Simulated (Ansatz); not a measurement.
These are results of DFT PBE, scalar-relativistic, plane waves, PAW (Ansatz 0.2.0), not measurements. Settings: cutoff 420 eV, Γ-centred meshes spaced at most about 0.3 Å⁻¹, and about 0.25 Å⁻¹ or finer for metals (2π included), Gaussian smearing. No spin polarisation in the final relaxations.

These are static total energies at zero pressure.

Two relaxed structures of Cd3SeS2:

A. Space group P6/mmm (No. 191), hexagonal, a = 6.665 Å, c = 3.730 Å. Around Cd lie 4 S at 2.68 Å, 2 Se at 3.33 Å and 4 Cd at 3.33 Å; Se is surrounded by 6 Cd at 3.33 Å and 2 Se at 3.73 Å; around S lie 6 Cd at 2.68 Å.

B. Space group P4/mmm (No. 123), tetragonal, a = 3.420 Å, c = 10.645 Å. Cd on a site of symmetry 4mm is surrounded by 4 S at 2.88 Å, 4 Se at 3.15 Å and 5 Cd at 3.30–3.42 Å; Cd on a site of symmetry 4/mmm has 8 S at 2.98 Å and 6 Cd at 3.30–3.42 Å; around Se lie 8 Cd at 3.15 Å, 4 Se at 3.42 Å and 2 S at 3.59 Å; S is surrounded by 8 Cd at 2.88–2.98 Å, 5 S at 3.42–3.48 Å and 1 Se at 3.59 Å.

Question: Which is lower in energy, and by how much?

Answer: A is lower, by 177 meV/atom. A has space group P6/mmm (No. 191), 23.9 Å³/atom and no gap on its mesh; B has Se and S ordered on caesium chloride sites, space group P4/mmm (No. 123), 20.8 Å³/atom and no gap. Counting S or Se atoms around Cd (for each partner element, those within 1.25 times its shortest distance or 1.15 times the sum of covalent radii, where it is the nearest in units of that sum or under 1.3; a plus sign parts groups by distance over the sum of covalent radii; the shortest distance is added where it exceeds 1.18 times the sum of covalent radii; a slash parts the counts of unlike sites), A has Cd 4+2 and B has Cd 8/8 from 3.0 Å. The lower one is the more open, so pressure narrows the difference. Both come from invented guesses. A third cell relaxed alike, in P-4m2, lies 35 meV/atom below the lower of the two.

Cells relaxed within their symmetry can be saddle points.
